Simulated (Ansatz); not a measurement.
Input:

LiIn:
```xyz
4
Lattice="0.0000 3.3903 3.3903 3.3903 0.0000 3.3903 3.3903 3.3903 0.0000" Properties=species:S:1:pos:R:3 pbc="T T T"
In     3.3903     3.3903     3.3903
In     5.0854     5.0854     5.0854
Li     0.0000     0.0000     0.0000
Li     1.6951     1.6951     1.6951
```

This is the PBEsol-relaxed structure.

Q: All from plane-wave PAW PBEsol (Ansatz code), unless another level is named. Give the highest zone-centre frequency.

A: 280 cm^-1.

Q: Next, the Hill bulk and shear moduli?

A: 38.3 and 13.5 GPa.

Q: And the elastic constants (relaxed ions, GPa)?

A: C11 = 42.9, C12 = 36.1, C44 = 30.6.

Space group Fd-3m. The workflow started from an entry of the Crystallography Open Database (COD). Its standing as an ambient phase is unchecked. Symmetry was held in the PBEsol relaxation; of distortions, only those at the zone centre were tested. As this level gives no gap, shear constants depend on the k-mesh and smearing (Fermi–Dirac, 0.1 eV here). As this level gives no gap, phonon frequencies hold no LO–TO term and depend on the k-mesh and smearing (Fermi–Dirac, 0.1 eV here).

Potentials: the later of the program's two PAW sets.
